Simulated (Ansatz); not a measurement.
Ti3Tl:
```yaml
crystal:
  lattice:
    - [-2.02395, 2.02395, 4.42667]
    - [2.02395, -2.02395, 4.42667]
    - [2.02395, 2.02395, -4.42667]
  atoms:
    - { symbol: Ti, position: [0.75000, 0.25000, 0.50000] }
    - { symbol: Ti, position: [0.25000, 0.75000, 0.50000] }
    - { symbol: Ti, position: [0.50000, 0.50000, 0.00000] }
    - { symbol: Tl, position: [0.00000, 0.00000, 0.00000] }
```

Relaxed with r²SCAN. Special points in fractions of this cell's reciprocal vectors: Γ (0.000, 0.000, 0.000); X (0.000, 0.000, 0.500); P (0.250, 0.250, 0.250); N (0.000, 0.500, 0.000); M (0.500, 0.500, -0.500); S (0.302, 0.698, -0.302); S0 (-0.302, 0.302, 0.302); R (-0.105, 0.105, 0.500); G (0.500, 0.500, -0.105).

List the band energies nearest the Fermi level at these points for r²SCAN in the plane-wave PAW code Ansatz.

In eV from the Fermi level; about four levels below and three above (degenerate sets whole), none deeper than 8.9 eV; points with the same levels are listed once.

| k | below | above |
|---|---|---|
| Γ | -2.14 -1.20 -1.20 -0.84 | 0.03 0.12 0.35 0.35 |
| X | -1.66 -1.65 -1.52 -0.26 -0.24 | 0.32 0.58 1.23 |
| P | -1.41 -0.60 -0.60 -0.41 | 0.53 0.53 1.22 |
| N | -1.38 -1.14 -0.90 -0.47 | 0.67 0.71 0.97 |
| M | -0.80 -0.77 -0.77 -0.75 | 0.36 1.09 1.09 |
| S | -1.30 -1.11 -0.76 -0.68 | 0.49 0.90 1.03 |
| R | -1.28 -0.92 -0.29 -0.09 | 0.21 0.61 1.38 |

Space group I4/mmm. The first step of the workflow began from a Materials Project structure, measured or hypothetical; the Crystallography Open Database copy checked does not list it. With Ti and Tl taken as one species the cell has the higher symmetry I4/mmm, so it may be an ordered model of a mixed-site phase. Its standing as an ambient phase is unchecked. The cell was relaxed with r²SCAN under the symmetry of its start; whether a distortion lowers the energy is not shown. The run is not spin-polarised. Spin–orbit coupling is left out wherever it is not named.

Potentials: the later of the program's two PAW sets.
